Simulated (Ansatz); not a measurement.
One crystal and one scan (energy over volume and axial ratio) at two levels, PBE (plane waves to 420 eV, PAW, scalar-relativistic; Ansatz, a program for electronic structure) and r2SCAN (plane waves to 500 eV, PAW, scalar-relativistic; Ansatz), each from its own relaxed cell and on its own mesh. The cell shown is that of PBE.

Mo (bcc, W type)

```yaml
crystal:
  lattice:
    - [-1.58037, 1.58037, 1.58037]
    - [1.58037, -1.58037, 1.58037]
    - [1.58037, 1.58037, -1.58037]
  atoms:
    - { symbol: Mo, position: [0.00000, 0.00000, 0.00000] }
```

Two coordinates are scanned: the volume, and the ratio of the stretch along z (the conventional c axis) to the stretch across it. Atoms keep their fractional coordinates.

The energy includes the smearing's −TS. Mo is run without spin polarisation. Mo was relaxed with its symmetry unable to fall. With partly filled bands, the response to shear is sensitive to the k mesh, so small differences along c/a are uncertain. Percentages come from the unrounded values. Both scans cover V/V₀ from 0.920 to 1.080 and (c/a)/(c/a)₀ from 0.880 to 1.120.

Results of PBE:

- Lattice constant a (Å): 3.161
- Shear modulus C′ = (C11 − C12)/2 (fit, atoms clamped) (GPa): 154

**Question.** What does r2SCAN give for the same quantities?

**Answer.** 
```
quantity                                                     r2SCAN     PBE − r2SCAN
-----------------------------------------------------------  ------  ---------------
Lattice constant a (Å)                                        3.151  +0.010 (+0.3 %)
Shear modulus C′ = (C11 − C12)/2 (fit, atoms clamped) (GPa)     167       -13 (-8 %)
```

PBE gives the higher value for: lattice constant a. PBE gives the lower value for: shear modulus C′.

(Under strain, the slope of the energy per volume gives the stress and its curvature an elastic modulus.)
